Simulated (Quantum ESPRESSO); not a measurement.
# One change at a time to Al5Cu2Mo

These are calculations, not measurements. They come from Quantum ESPRESSO 7.5, a public plane-wave density functional program. Each row is one single-point run on a made-up periodic cell of eight metal atoms, with elements, volume, strain and displacements drawn at random and not relaxed, so a cell may be unstable or far from any real phase. There is no spin polarisation or spin-orbit coupling.

Settings: PBE unless stated; PseudoDojo standard norm-conserving files; Fermi-Dirac width 0.25 eV, which means electrons at about 2900 K; cutoff 1252 eV; 5 x 5 x 4 k mesh shifted half a step off Gamma. E is the free energy of the whole cell (internal energy minus TS), so a -TS column is already part of it. Stress is positive in tension, and the pressure P is minus a third of its trace.

Checks: one run of this series was repeated at a higher cutoff and on a denser mesh, which moved values by no more than 0.002 eV, 0.30 GPa and 0.009 eV/Å, and a second program with other atomic files agreed on it to 2 % rms in force and 0.5 GPa in pressure. Known limits: the copper pseudopotential is less sure than most, with forces differing by about three percent and pressure by about two GPa from a second method on plain copper; a spin test at this wide smearing found no moment, but such smearing suppresses magnetism that the real alloy may have.

The lattice is face-centred cubic, and the cell vectors in Å are (2.039, 3.915, 1.911); (1.935, -3.920, 2.023); (4.000, 0.108, -3.960), a volume of 123.24 Å³ in run 1. The elements on sites 1 to 8 are Cu Al Mo Al Al Al Al Cu. Each later run makes one change to run 1 and keeps the rest. E is counted from run 1, and is n/a where other atomic files have another zero of energy.

| run | change | V (Å³) | P (GPa) | -TS (eV) | rms force (eV/Å) | largest change of a force component (eV/Å) | E (eV) |
|---|---|---|---|---|---|---|---|
| 1 | none | 123.24 | -3.29 | -0.859 | 0.451 | 0.000 | 0.000 |
| 2 | sites 1 and 4 exchanged | 123.24 | -3.08 | -0.854 | 0.394 | 0.402 | 0.068 |
| 3 | all lengths scaled by -1.82 % | 116.63 | 3.03 | -0.823 | 0.551 | 0.286 | -0.012 |
| 4 | LDA in place of PBE | 123.24 | -9.59 | -0.857 | 0.401 | 0.157 | n/a |
| 5 | site 1 moved by -0.09 Å along z | 123.24 | -3.18 | -0.860 | 0.441 | 0.235 | ? |

## Worked estimate

Along the move dE = -F dx. The force on site 1 along z is 0.026 eV/Å in run 1 and 0.260 eV/Å in run 5, and the move is -0.09 Å, so the mean force times the move gives an estimate.

## Withheld value

Question: what E should run 5 give?

The estimate is 0.013 eV. The calculation gave 0.013 eV.
